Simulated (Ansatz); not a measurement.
BAs (zinc blende)

```
BAs
1.0
    0.00000     2.40468     2.40468
    2.40468     0.00000     2.40468
    2.40468     2.40468     0.00000
As B
1 1
Direct
  0.75000   0.75000   0.75000
  0.00000   0.00000   0.00000
```

The relaxed cell is deformed in two ways at once: its volume V is scaled, and at that volume it is stretched along z (the c axis of the conventional cell) so that c/a changes. Fractional atomic positions are held.

Method: PBE (plane waves to 420 eV, PAW, scalar-relativistic; Ansatz, an electronic-structure program). k mesh 12×12×12 (Γ-centred), Fermi-Dirac smearing 0.05 eV. The energy includes the smearing's −TS. BAs was relaxed with its symmetry unable to fall. The PAW data are Ansatz's earlier set. The zero of ΔE is the relaxed starting cell.

Question: Predict the ΔE (meV/atom) at all points of the grid V/V₀ = 0.960, 0.980, 1.000, 1.020, 1.040 by (c/a)/(c/a)₀ = 0.960, 0.980, 1.000, 1.020, 1.040.

Answer: ΔE (meV/atom), with V/V₀ across and (c/a)/(c/a)₀ down:

| (c/a)/(c/a)₀ \ V/V₀ | 0.960 | 0.980 | 1.000 | 1.020 | 1.040 |
|---|---|---|---|---|---|
| 0.960 | 19.1 | 11.7 | 9.4 | 11.6 | 18.0 |
| 0.980 | 12.1 | 4.7 | 2.4 | 4.6 | 10.9 |
| 1.000 | 9.8 | 2.4 | 0.0 | 2.2 | 8.5 |
| 1.020 | 12.1 | 4.7 | 2.4 | 4.6 | 10.9 |
| 1.040 | 19.1 | 11.7 | 9.4 | 11.6 | 17.9 |

(Under strain, the slope of the energy per volume gives the stress and its curvature an elastic modulus.)
